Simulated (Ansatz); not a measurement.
## Does relaxation matter for the field gradients of PbF2 with Ag replacing Pb?

Start: a supercell of PbF2 (fluorite type, Fm-3m) built from a Materials Project structure (computed, not necessarily an observed phase), with all atoms left at the host's positions.

```cif
data_AgPb7F16
_symmetry_space_group_name_H-M 'Fm-3m'
_symmetry_Int_Tables_number 225
_cell_length_a 11.8318
_cell_length_b 11.8318
_cell_length_c 11.8318
_cell_angle_alpha 90.000
_cell_angle_beta 90.000
_cell_angle_gamma 90.000
loop_
_atom_site_label
_atom_site_type_symbol
_atom_site_symmetry_multiplicity
_atom_site_Wyckoff_symbol
_atom_site_fract_x
_atom_site_fract_y
_atom_site_fract_z
Ag Ag 4 a 0.0000 0.0000 0.0000
Pb2 Pb 24 d 0.2500 0.2500 0.0000
Pb8 Pb 4 b 0.5000 0.5000 0.5000
F9 F 32 f 0.3750 0.3750 0.3750
F12 F 32 f 0.8750 0.6250 0.6250
```

One atom of each set is listed; the run and its k-mesh use a cell of 24 atoms with edges of 8.37, 8.37, 8.37 Å.

Method: Kohn–Sham DFT in Ansatz, PBE, plane waves and PAW, scalar-relativistic, 420 eV cutoff, Γ-centred 3×3×3 k-points, Fermi–Dirac smearing 0.01 eV, cell charge -1.

The largest force at the start is 0.33 eV/Å. Relaxing the ions at fixed cell moves them by 0.068 Å at most (atom 16, F) and 0.043 Å rms. End positions:

Ag (0.0000, 0.0000, 0.0000)
Pb2 (0.2500, 0.2500, 0.0000)
Pb8 (0.5000, 0.5000, 0.5000)
F9 (0.3765, 0.3765, 0.3765)
F12 (0.8717, 0.6283, 0.6283)

| site | moved (Å) | first shell before | first shell after | V_zz before (10²¹ V/m²) | η before |
| --- | --- | --- | --- | --- | --- |
| Ag | 0.000 | 8 F at 2.56 Å | 8 F at 2.63 Å | 0.00 | – |
| Pb2 | 0.000 | 8 F at 2.56 Å | 8 F at 2.54–2.57 Å | 5.10 | 0.34 |
| F9 | 0.030 | 4 Pb at 2.56 Å | 4 Pb at 2.53–2.57 Å | 0.22 | 0.00 |
| F12 | 0.068 | 3 Pb at 2.56 Å, 1 Ag at 2.56 Å | 3 Pb at 2.54 Å, 1 Ag at 2.63 Å | -0.49 | 0.00 |

**Question.** What are V_zz and η after the relaxation?

**Answer.** 

```
site  V_zz after  η after  change of V_zz
  Ag        0.00        –            0.00
 Pb2        5.02     0.10           -0.08
  F9       0.024     0.00           -0.19
 F12       -0.60     0.00           -0.11
```

The largest change of V_zz is on F9, from 0.22 to 0.024. The whole tensor moves most on Pb2, by 0.66 along its most changed direction. In per cent, |V_zz| changes by -2 on Pb (all sites that start above 0.5). Where |V_zz| stays above 0.1, η moves most on Pb2, from 0.34 to 0.10. Other sites without a gradient aren't listed.

The defect repeats with the cell of 24 atoms, so it feels its images: sites between two images don't show the values beside a lone defect, and zeros or small values of η there can come from the images' arrangement. A uniform background compensates the cell's charge. Spin–orbit coupling is left out, which shifts gradients on Pb by a few per cent, and by more where contributions nearly cancel.
Before: The neighbours have not yet relaxed around the defect (largest force 0.33 eV/Å), so a real crystal will differ.
After: The relaxation keeps the site symmetry m-3m of the start, so the impurity can't leave its site; a start off the site could end lower.
